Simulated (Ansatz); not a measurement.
## Run record: elastic constants by finite strains of ScCu (Pm-3m)

Method: r²SCAN, PAW on Ansatz 0.2.0's default frozen-core files (fitted under PBE), scalar-relativistic.

Cell and atoms were relaxed beforehand by PAW with this functional.

Command:

```sh
ansatz run input.yaml --threads 1 --pin off --max-ram 2560MiB --backend cpu --events-out ev --progress --plain --runs-dir out
```

Input file:

```yaml
crystal:
  lattice:
    - [3.23703886973, 0.0, 0.0]
    - [0.0, 3.23703886973, 0.0]
    - [0.0, 0.0, 3.23703886973]
  atoms:
    - { symbol: Sc, position: [0.5, 0.5, 0.5] }
    - { symbol: Cu, position: [0.0, 0.0, 0.0] }
kpoints:
  mp_grid: { grid: [14, 14, 14] }
scf:
  occupations: { method: fermi_dirac, width: 0.05 }
hamiltonian:
  xc: r2scan
  pseudopotentials: { kind: paw }
elastic:
  mode: relaxed_ion
  stencil: four_point
  amplitude: 0.0002
```

Output (shortened where marked):

```
Warning: elastic: elastic.amplitude = 2e-4 is under 1e-3, the smallest value that the input manual advises. Under elastic.basis: reselect (the default) a strained cell's stress can jump where the strain carries plane waves across the cutoff. Elastic constants are stress differences divided by the amplitude, so the smaller the amplitude, the larger the error that such a jump leaves in a constant, and tightening ...
Warning: RAYON_NUM_THREADS=1 ignored (pool sized by the plan → 1); use --threads N
Engine: ansatz 0.2.0, aarch64-unknown-linux-gnu
Pseudopotentials: kind: paw
Pseudopotential: Sc, paw, valence charge 11, recommended cutoff 500 eV (meta_gga), Sc.paw.azcp
Pseudopotential: Cu, paw, valence charge 19, recommended cutoff 500 eV (meta_gga), Cu.paw.azcp
Functional definition: r2SCAN
  parameter k0 = 0.174
  parameter k1 = 0.065
  parameter a1 = 4.9479
  exchange = r2scan_x(k0 = k0, k1 = k1, a1 = a1)
  correlation = r2scan_c
Crystal: 2 atoms, lattice volume = 33.919 Å³
Basis set: ecut = 500 eV, 847 PW (Γ), exchange–correlation on 96×96×96 points (64 copies of the dense FFT grid, shifted against one another)
[... 150 lines left out ...]
  moduli (Voigt/Reuss/Hill, GPa): K = 95.77/95.77/95.77   G = 39.33/36.82/38.08   E = 100.86   ν = 0.324
  mechanically stable: yes (min eigenvalue of sym C = 47.04 GPa)
  strain η (Voigt 11):  stress-route row diagonal C_11 = 132.79 GPa, energy-path curvature d²(F+E_count+ΔE)/dδ²/Ω₀ = 131.86 GPa
    cells at ±δ against ±2δ: C11 132.78 and 132.73 GPa, apart by 0.04 % of the column's largest entry
         δ    σ_11 (GPa)             F (eV)   n_scf  n_hpsi   n_pw
    -4.000e-4      -0.0102       -8772.3914722      10  118405    912   relax 0 steps, max|allowed force component| 3.14e-29 eV/Å
    -2.000e-4       0.0163       -8772.3914728       4   71781    912   relax 0 steps, max|allowed force component| 1.20e-28 eV/Å
     2.000e-4       0.0694       -8772.3914673       4   71985    912   relax 0 steps, max|allowed force component| 3.16e-29 eV/Å
     4.000e-4       0.0960       -8772.3914635       5   74166    912   relax 0 steps, max|allowed force component| 3.75e-30 eV/Å
  strain η (Voigt 23):  stress-route row diagonal C_44 = 47.04 GPa, energy-path curvature d²(F+E_count+ΔE)/dδ²/Ω₀ = 47.05 GPa
    cells at ±δ against ±2δ: C44 47.04 and 47.03 GPa, apart by 0.03 % of the column's largest entry
         δ    σ_23 (GPa)             F (eV)   n_scf  n_hpsi   n_pw
    -4.000e-4      -0.0188       -8772.3914692       7  147193    912   relax 0 steps, max|allowed force component| 1.25e-28 eV/Å
    -2.000e-4      -0.0094       -8772.3914707       4  113996    912   relax 0 steps, max|allowed force component| 1.26e-29 eV/Å
     2.000e-4       0.0094       -8772.3914707       4  113611    912   relax 0 steps, max|allowed force component| 2.52e-29 eV/Å
     4.000e-4       0.0188       -8772.3914692       5  120650    912   relax 0 steps, max|allowed force component| 1.06e-28 eV/Å
```

Self-consistency was reached.

**Elastic moduli**

Elastic constants of a crystal by Kohn-Sham DFT: slopes of the stress over finite engineering strains of the given cell, Voigt indices, Cartesian axes as in the input; Hill averages of a grain aggregate, Debye temperature from the mean sound speed over directions.

```
Bulk modulus                     : 95.77 GPa
Shear modulus                    : 38.08 GPa
Young modulus                    : 100.9 GPa
Poisson ratio                    : 0.3245
Bulk over shear modulus          : 2.515
Elastic anisotropy index         : 0.3414
Least young modulus              : 75.96 GPa
Largest young modulus            : 121.3 GPa
Longitudinal sound speed         : 5252 m/s
Transverse sound speed           : 2677 m/s
Elastic debye temperature        : 346.1 K
Linear compressibility (x, y, z) : 3.481, 3.481, 3.481 1/TPa
Zener ratio                      : 1.694
Cauchy pressure                  : 30.22 GPa
```

Strained cells:

Stress of each strained cell less that at rest, tension positive.

```
strain component   strain  stress xx (GPa)  stress yy (GPa)  stress zz (GPa)  stress yz (GPa)  stress xz (GPa)  stress xy (GPa)  relaxation steps
              xx  -0.0004          -0.0531          -0.0309          -0.0309                0                0                0                 0
              xx  -0.0002          -0.0266          -0.0155          -0.0155                0                0                0                 0
              xx   0.0002           0.0266           0.0154           0.0154                0                0                0                 0
              xx   0.0004           0.0531           0.0308           0.0308                0                0                0                 0
              yz  -0.0004                0                0                0          -0.0188                0                0                 0
              yz  -0.0002                0                0                0          -0.0094                0                0                 0
              yz   0.0002                0                0                0           0.0094                0                0                 0
              yz   0.0004                0                0                0           0.0188                0                0                 0
```

**Elastic constants**

```json
{"Pressure at rest": "-0.043 GPa", "Least elastic eigenvalue": "47.04 GPa", "Elastically stable": "yes"}
```

| index | elastic (GPa) |
| --- | --- |
| 11 | 132.8 |
| 12 | 77.26 |
| 44 | 47.04 |

Known limits: frozen-core PAW files fitted under PBE, their cores solved anew for the functional of the run; responses of metals move with mesh and smearing; settings unsound, results are not properties of the crystal.

Time and hardware: 3.1 min on 1 thread of Arm Neoverse V2, on a shared host, peak memory 0.65 GiB.
